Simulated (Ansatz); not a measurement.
InP:
```
CELL_PARAMETERS angstrom
      4.18188     0.00000     0.00000
     -2.09094     3.62162     0.00000
      0.00000     0.00000     9.39114
ATOMIC_POSITIONS crystal
  In 0.50067 0.00000 0.66667
  In 0.00000 0.50067 0.33333
  In 0.49933 0.49933 0.00000
  P  0.50034 0.00000 0.16667
  P  0.00000 0.50034 0.83333
  P  0.49966 0.49966 0.50000
```

Relaxed with PBE. Special points in fractions of this cell's reciprocal vectors: Γ (0.000, 0.000, 0.000); M (0.500, 0.000, 0.000); K (0.333, 0.333, 0.000); A (0.000, 0.000, 0.500); L (0.500, 0.000, 0.500); H (0.333, 0.333, 0.500).

Q: List the band energies nearest the Fermi level at these points for PBE (plane waves, PAW; program Ansatz).

A: In eV from the Fermi level; about four levels below and three above (degenerate sets whole), none deeper than 8.9 eV; points with the same levels are listed once.

```
k                          below                above
-  -----------------------------  -------------------
Γ  -0.53 -0.53 -0.34 -0.22 -0.01  1.97 1.97 3.75 3.75
M        -1.99 -1.58 -1.39 -1.23       1.01 1.13 2.07
K  -2.90 -2.90 -1.97 -1.38 -1.38       0.55 2.37 2.37
A        -0.52 -0.44 -0.44 -0.17       1.58 1.58 1.89
L        -1.83 -1.81 -1.63 -1.42       1.02 1.77 2.51
H        -3.10 -3.10 -1.72 -1.06       2.39 2.44 2.44
```

Space group P6_222. The start of the workflow was typed in or built on a structure type; neither database checked (COD, Materials Project) lists it. It is not the phase usual at ambient conditions (space group No. 216). The PBE relaxation kept the symmetry of its start; whether a distortion lowers the energy is not shown. Point labels and valley counts follow the cell and symmetry of the run, lower than the named group. The Fermi level of a semimetal is unsure by some 0.05 eV on such meshes. Scalar-relativistic: spin–orbit coupling is off unless named, which matters more the heavier the elements.

Potentials: the earlier of the program's two PAW sets.
